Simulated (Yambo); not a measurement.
```
CELL_PARAMETERS angstrom
      0.00000     5.67746     5.67746
      5.67746     0.00000     5.67746
      5.67746     5.67746     0.00000
ATOMIC_POSITIONS crystal
  Cl 0.76708 0.23292 0.23292
  Cl 0.23292 0.76708 0.76708
  Cl 0.23292 0.76708 0.23292
  Cl 0.76708 0.23292 0.76708
  Cl 0.23292 0.23292 0.76708
  Cl 0.76708 0.76708 0.23292
  K  0.50000 0.50000 0.50000
  Y  0.00000 0.00000 0.00000
  Cs 0.75000 0.75000 0.75000
  Cs 0.25000 0.25000 0.25000
```

Response from Yambo on PBEsol (pw.x of Quantum ESPRESSO, ONCV potentials, no spin-orbit coupling) bands: 2×2×2 mesh, 255 bands, 3 Ry local-field block, 0.2 eV broadening.

**Question.** Give the static electronic dielectric constant without and with local fields.

**Answer.** 
| field along | ε(0), independent particles | ε(0), RPA with local fields | refractive index √ε |
|---|---|---|---|
| x | 2.91 | 2.43 | 1.56 |
Electronic (clamped-ion) response only. PBEsol gaps are usually too small, which raises these values. Convergence of the RPA response with its 2×2×2 mesh was not tested.

Geometry of the Materials Project entry, not relaxed at this level.

The structure is a Materials Project entry; no match was found in the copy of COD used, and its stability was not checked.
